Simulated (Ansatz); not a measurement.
Relaxing one composition in several structure types shows which are competitive, which pressure would favour, and how volume and gap change with structure.

The yardstick is TiC, rock salt. The reference is the lowest phase computed, which need not be the stable form in nature.

Computed with Ansatz, a plane-wave PAW program. energy: PBE, total energy at 0 K with the change to a 700 eV cutoff added (comparable within one formula alone); volume per atom: PBE, relaxed cell; gap: PBE; bulk modulus: PBE, equation-of-state fit.

Started from generated or typed cells, with no claim that the phase is known: TiC, NiAs type; TiC, CrB type, Cmcm; TiC, NbAs type, I4₁md. No gap (0.00) means none at this level, which can close a small real gap. Spin–orbit coupling is left out unless named.

The figures follow from the printed values by these rules: ΔE = E − E_ref; ΔV = V − V_ref; temperature scale ΔE/k_B = 11.605 K/meV × ΔE.

| crystal | E (eV/atom) | V (Å³/atom) | gap (eV) | B₀ (GPa) | ΔE (meV/atom) | ΔV (Å³/atom) | ΔE/k_B (K) |
|---|---|---|---|---|---|---|---|
| TiC, NiAs type | −1375.700 | 10.78 | 0.00 | 227 | 284.7 | 0.61 | 3300 |
| TiC, CrB type, Cmcm | −1375.705 | 10.56 | 0.00 | 82.1 | 433.0 | 0.39 | 5000 |
| TiC, rock salt, reference | −1376.138 | 10.17 | 0.00 | 250 | 0.0 | 0.00 | 0 |
| TiC, NbAs type, I4₁md | −1375.424 | 10.68 | 0.00 | 219 | 714.0 | 0.51 | 8300 |

Q: Check the column «ΔE (meV/atom)» against the rules: one row is wrong, and what depends on it inherits the slip. Find and correct it.

A: The row of TiC, NiAs type shows 284.7. From its own inputs, ΔE = 1000 × (−1375.700 − (−1376.138)) = 438.0 meV/atom. Carried on: ΔE/k_B: 11.605 × 438.0 = 5100 K. The other rows agree with the rules.

With the correction: By ΔE (lowest first): TiC, rock salt (0.0 ± 5.0), TiC, CrB type, Cmcm (433.0 ± 5.0) ≈ TiC, NiAs type (438.0 ± 5.0), TiC, NbAs type, I4₁md (714.0 ± 5.0). The ± follows from allowances picked for this note (energy 0.004 eV/atom, 3 meV/atom on the figure itself), carried to first order and added in quadrature, each row's own inputs moving alone; ≈ joins neighbours closer than their two ± added in quadrature.

Vibrational free energy is left out, and phases that were not computed could lie lower. Rows are a sample of the computed phases of this formula. Limits of the draw: a spread of over 30 meV/atom, none over 0.9 eV/atom above the reference, within 8 meV/atom of the lowest or within 3 meV/atom of a neighbour. As a rule kept out of such tables: 4f compounds, open-shell compounds run without a Hubbard term, cells found unstable in the tests at hand, cells close to a higher symmetry, and runs set to a pressure or over 12 % in volume from the crystal's fullest run.
